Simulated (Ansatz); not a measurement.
Starting cell, CdS (wurtzite):

```yaml
crystal:
  lattice:
    - [4.19618, 0.00000, 0.00000]
    - [-2.09809, 3.63400, 0.00000]
    - [0.00000, 0.00000, 13.65906]
  atoms:
    - { symbol: Cd, position: [0.33333, 0.66667, 0.49958] }
    - { symbol: Cd, position: [0.33333, 0.66667, 0.99958] }
    - { symbol: Cd, position: [0.66667, 0.33333, 0.24958] }
    - { symbol: Cd, position: [0.66667, 0.33333, 0.74958] }
    - { symbol: S, position: [0.33333, 0.66667, 0.18782] }
    - { symbol: S, position: [0.33333, 0.66667, 0.68782] }
    - { symbol: S, position: [0.66667, 0.33333, 0.43782] }
    - { symbol: S, position: [0.66667, 0.33333, 0.93782] }
```

The atoms are displaced by Q × the pattern below (from a DFPT mode at A = (0.0, 0.0, 0.5), largest move 1; Q in Å), at fixed cell. It is one choice among 4 degenerate patterns. (q is in reciprocal vectors of the primitive cell; the cell shown is doubled to hold the pattern.)

```
atom      x       y      z
----  -----  ------  -----
Cd1   0.000   0.322  0.000
Cd2   0.000  -0.322  0.000
Cd3   0.000  -1.000  0.000
Cd4   0.000   1.000  0.000
S5    0.000  -0.902  0.000
S6    0.000   0.902  0.000
S7    0.000   0.266  0.000
S8    0.000  -0.266  0.000
```

All values below come from PBE (plane waves to 420 eV, PAW, scalar-relativistic; Ansatz, a program for electronic structure). k mesh 9×9×3 (Γ-centred), Fermi-Dirac smearing 0.05 eV. Energies are smeared free energies. CdS was relaxed with its symmetry unable to fall. The zero of ΔE is the undisplaced structure.

### Question
Give the computed ΔE (eV/cell) at Q (Å) = -0.280, -0.187, -0.140, 0.047, 0.093, 0.140, 0.187, 0.233.

### Answer
```
Q (Å)   ΔE (eV/cell)
------  ------------
-0.280        0.0555
-0.187        0.0243
-0.140        0.0136
0.047         0.0015
0.093         0.0060
0.140         0.0136
0.187         0.0243
0.233         0.0382
```

(A displaced cell: forces are minus the slopes of the energy, force constants its curvatures, and phonons follow from these.)
